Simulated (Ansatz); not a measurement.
The following input was run with Ansatz 0.2.0.

```yaml
crystal:
  lattice:
    - [4.9983937923, 0.0, 0.0]
    - [0.0, 4.9983937923, 0.0]
    - [0.0, 0.0, 3.3730163758]
  atoms:
    - { symbol: Mn, position: [0.0, 0.0, 0.0], spin: 4.65 }
    - { symbol: Mn, position: [0.5, 0.5, 0.5], spin: 4.65 }
    - { symbol: F, position: [0.3052572744, 0.3052572744, 0.0] }
    - { symbol: F, position: [0.1947427256, 0.8052572744, 0.5] }
    - { symbol: F, position: [0.6947427256, 0.6947427256, 0.0] }
    - { symbol: F, position: [0.8052572744, 0.1947427256, 0.5] }
basis:
  ecutwfc: 420
kpoints:
  mp_grid: { grid: [6, 6, 8] }
hamiltonian:
  xc: pbe
scf:
  occupations: { method: gaussian, width: 0.02 }
output:
  forces: true
  stress: true
  eigenvalues: true
  populations: true
magnetization:
  spin_polarized: true
relax:
  adjacent_minimum: "off"
  f_tol: 0.01
  max_steps: 30
  cell: { stress_tol: 0.1, fix: [volume] }
```

Command:
```bash
ansatz run input.yaml --threads 2 --pin off --max-ram 5120MiB --backend cpu --events-out ev --progress --plain --runs-dir out
```

All numbers below come from DFT PBE, scalar-relativistic, plane waves, PAW in Ansatz 0.2.0.

Part of what the program printed, abridged (final results; tables in files aren't shown):

```
SCF 4 converged in 5 iterations: F = -11033.972055 eV  dr2 = 3.62e-11
WARN: an SCF from antiferromagnetic starting moments (-4.68, 4.68, 0.00, 0.00, 0.00, 0.00 Bohr magnetons, atom by atom) was not made, by what the run has read of turns of its moments that order reads lower: the deck asks for what bars it, or types moments that do (magnetization.spin_polarized, in the input reference, names some of the keys), or the run goes by scf.lower_state_search: light, the default, which as a rule tries one only behind a close that has lost an order of both signs, or on which an open d or half-filled 4f shell of a PAW file has lost a moment that was set nearer to Hund's than to what is left; or, under a Hubbard U, one that names an f shell that the input leaves bare bes ...
SCF converged after 5 iterations
Magnetization: 10.0000 μB (34.0000 up, 24.0000 down)
Absolute magnetization: 10.0013 μB (∫|ρ↑−ρ↓|, with the PAW one-centre terms)
Spin contamination: 0.0069 ħ² per cell (⟨S²⟩ above its minimum at these occupations)
Per-site moments (μB) at R_I (Å): [(4.25488244, 0.89369169), (4.25488244, 0.89369169), (0.09593065, 0.89369169), (0.09593065, 0.89369169), (0.09593065, 0.89369169), (0.09593065, 0.89369169)]
Free energy (F): -11033.972055 eV
Harris-Foulkes:  -11033.972055 eV  (|F-HF|=1.11e-10)
Internal energy: -11033.972055 eV  (E = F + TS)
E sigma→0 (E₀):  -11033.972055 eV
Fermi energy:    6.776844 eV
--- Per-component energies (eV) ---
  E_band       = -860.421678
  E_kinetic    = 1418.489086
  E_local      = -7429.124281  (includes V_loc(G=0)·N_el)
  E_nonlocal   = 807.486209
  E_hartree    = 2960.606115
  E_xc         = -537.238179
  E_vxc        = -687.346854  (∫ρ·V_xc dr)
  E_paw        = -3421.576934  (= ΣΔE_a)
  E_vpaw       = -891.145885  (= ΣTr[D̂ρ^β])
  E_aug_tail   = 0.008156  (compensation charges beyond the density's cutoff)
  E_ewald      = -4832.622228
  E_smearing   =  0.000000  (= −TS)
--- Forces (eV/Å), atoms counted from 1 ---
  atom   1  Mn     0.00000000     0.00000000     0.00000000
  atom   2  Mn     0.00000000     0.00000000     0.00000000
  atom   3  F     -0.00348982    -0.00348982     0.00000000
  atom   4  F      0.00348982    -0.00348982     0.00000000
  atom   5  F      0.00348982     0.00348982     0.00000000
  atom   6  F     -0.00348982     0.00348982     0.00000000
--- Stress (GPa, compression-positive) ---
       -2.190794       0.000000       0.000000
        0.000000      -2.190794       0.000000
        0.000000       0.000000      -2.278836
  P = ⅓ Tr σ = -2.2201 GPa (-22.201 kbar)
--- Band table (eV; the first three rows and the last of 100) ---
  k-point 0 ↑: bands = ["-74.9908", "-74.9905", "-43.7845", "-43.7845", "-43.7503", "-43.7503", "-43.7343", "-43.7331", "-17.8611", "-17.4350", "-17.3858", "-17.3858", "-1.4216", "-0.6023", "0.0826", "0.1529", "0.1529", "0.5940", "0.5940", "0.6130", "1.4255", "1.8425", "1.8425", "2.1223", "3.9215", "4.0088", "4.0435", "4.1146", "4.1146", "4.5029", "4.7495", "5.7231", "5.7231", "6.1354", "7.4183", "12.7742", "12.7742", "13.5758", "15.7091", "17.3582", "17.7105"]
  k-point 1 ↑: bands = ["-74.9906", "-74.9904", "-43.7841", "-43.7841", "-43.7501", "-43.7501", "-43.7367", "-43.7356", "-17.8289", "-17.4341", "-17.3873", "-17.3873", "-1.3215", "-0.5595", "0.0796", "0.0796", "0.1711", "0.4384", "0.7149", "0.7149", "1.1377", "1.7375", "1.7375", "2.0811", "3.9977", "4.0281", "4.0340", "4.1671", "4.1671", "4.6052", "4.7056", "5.6026", "5.6026", "6.0432", "7.8451", "13.1361", "13.1361", "13.6544", "15.7913", "17.1397", "17.4217"]
  k-point 2 ↑: bands = ["-74.9903", "-74.9901", "-43.7831", "-43.7831", "-43.7498", "-43.7498", "-43.7426", "-43.7418", "-17.7436", "-17.4392", "-17.3909", "-17.3909", "-1.0556", "-0.4639", "0.0338", "0.0338", "0.0719", "0.4233", "0.5463", "0.8594", "0.8594", "1.4934", "1.4934", "1.9318", "4.0179", "4.0826", "4.1338", "4.2939", "4.2939", "4.5825", "4.8266", "5.3603", "5.3603", "5.7901", "8.9311", "13.7520", "14.0478", "14.0478", "15.9726", "16.0494", "17.1301"]
  k-point 49 ↓: bands = ["-69.8967", "-69.8967", "-38.7969", "-38.7969", "-38.7567", "-38.7567", "-38.7552", "-38.7552", "-17.3334", "-17.3334", "-17.2398", "-17.2398", "-0.5004", "-0.5004", "0.1100", "0.1100", "0.7844", "0.7844", "1.0297", "1.0297", "1.8479", "1.8479", "1.8856", "1.8856", "8.5290", "8.5290", "8.6064", "8.6064", "8.7840", "8.7840", "9.2892", "9.2892", "9.5366", "9.5366", "14.4470", "14.4470", "14.7558", "14.7558", "15.6137", "15.6137", "15.7644"]
--- Relaxed structure (3 steps of the walk, 3 accepted, 1 SCFs on fresh bases) ---
  F+E_penalty+E_count = -11033.97205546 eV   max|allowed force component| = 3.490e-3 eV/Å   (the final SCF, on the basis selected at the relaxed cell)
  cell:  # Å, volume = 84.2712 Å³
    - [5.01361567, 0.0, 0.0]
    - [0.0, 5.01361567, 0.0]
    - [0.0, 0.0, 3.35256577]
  atoms:
    - { symbol: Mn, position: [0.0, 0.0, 0.0] }
    - { symbol: Mn, position: [0.5, 0.5, 0.50000000] }
    - { symbol: F, position: [0.30641853, 0.30641853, 0.0] }
    - { symbol: F, position: [0.19358146, 0.80641853, 0.50000000] }
    - { symbol: F, position: [0.69358146, 0.69358146, 0.0] }
    - { symbol: F, position: [0.80641853, 0.19358146, 0.50000000] }
--- Löwdin populations: 6 sites ---
  site symbol q [e]    m [muB]
     0     Mn     13.5878     4.7583
     1     Mn     13.5878     4.7583
     2      F      7.6573     0.1108
     3      F      7.6573     0.1108
     4      F      7.6573     0.1108
     5      F      7.6573     0.1108
  spilling = 0.003364 (of n_electrons = 58.000000)
```

The relaxation met its thresholds.

The run took 78 s on 2 threads of AMD EPYC 7R43 64-Core Processor (Zen 3), on a shared host, peak memory 0.58 GiB.

The state reached may not be the lowest one. The program reads another magnetic order as possibly lower. Moments started parallel, and an antiferromagnetic order may lie lower.